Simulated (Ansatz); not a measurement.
A relaxed structure of CrCuO2. Level of theory: PBEsol (plane waves to 420 eV, PAW, scalar-relativistic; Ansatz, a first-principles code).

```
CELL_PARAMETERS angstrom
      1.47068     0.84910     5.13590
     -1.47068     0.84910     5.13590
      0.00000    -1.69819     5.13590
ATOMIC_POSITIONS crystal
  Cr 0.00000 0.00000 0.00000
  Cu 0.50000 0.50000 0.50000
  O  0.26564 0.26564 0.26564
  O  0.73436 0.73436 0.73436
```

Q: Determine the symmetry and give the standard cell with its independent sites.

A: Space group R-3m, hexagonal axes (No. 166); a = b = 2.941 Å, c = 15.408 Å, α = β = 90.00°, γ = 120.00°

```csv
atom,site,symmetry,x,y,z
Cr,3a,-3m,0.0000,0.0000,0.0000
Cu,3b,-3m,0.0000,0.0000,0.5000
O,6c,3m,0.0000,0.0000,0.2656
```

This is the AFLOW prototype ABC2_hR4_166_a_b_c (F5_1, as in NaCrS2).

Q: Give the shortest distances between elements (the closest pairs, up to four, under 3.6 Å).

A: Cr–O 1.99 Å; Cu–O 2.28 Å; O–O 2.69 Å; Cr–Cr 2.94 Å.

```json
{
  "volume_per_atom": "9.62 Å³",
  "density": "6.37 g/cm³",
  "band_gap": "0.59 eV, indirect (valence top at k = (0.2308, 0.2308, -0.4615), conduction bottom at k = (0.2308, 0.2308, 0.4615)) (no spin-orbit coupling)",
  "magnetic_moment": "net 0.75 μB/atom, ferromagnetic"
}
```

Spin state reached: ferromagnetic (net 0.75 μB/atom), from parallel starting moments; other spin orders were not run from this start. No Hubbard U is applied.

The run could not lose the symmetry of its start.

The first start was generated by placing the elements on the sites of a structure type. A measured structure of CrCuO2 has the same space group, R-3m (No. 166); the sites were not compared with it.
